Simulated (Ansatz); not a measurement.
InCu (NiAs type, P6_3/mmc) at seven volumes, LDA (plane waves, PAW; program Ansatz), shape and atoms relaxed at each. One row is withheld.

```
V (Å³/atom)  P (GPa)
-----------  -------
15.986         11.44
16.513          6.91
17.040          3.14
17.567          0.00
18.094         -2.62
18.621         -4.79
19.148             ?
```

Problem. Fit the shown pressures and predict the withheld one.

Solution. Third-order Birch–Murnaghan: P = (3/2)B₀(x^(7/2) − x^(5/2))[1 + (3/4)(B′ − 4)(x − 1)] with x = (V₀/V)^(2/3). Least squares on the six rows gives V₀ = 17.567 Å³/atom, B₀ = 95.38 GPa, B′ = 5.09. At V = 19.148, x = 0.9442 and P = -6.60 GPa. The run itself gave -6.58 GPa.

The first step of the workflow began from a Materials Project structure, measured or hypothetical; the Crystallography Open Database copy checked does not list it. Whether it is the stable phase at ambient conditions was not checked. Symmetry was held in the LDA relaxation; its stability against distortions is not shown here. The run is not spin-polarised.

Potentials: the later of the program's two PAW sets.
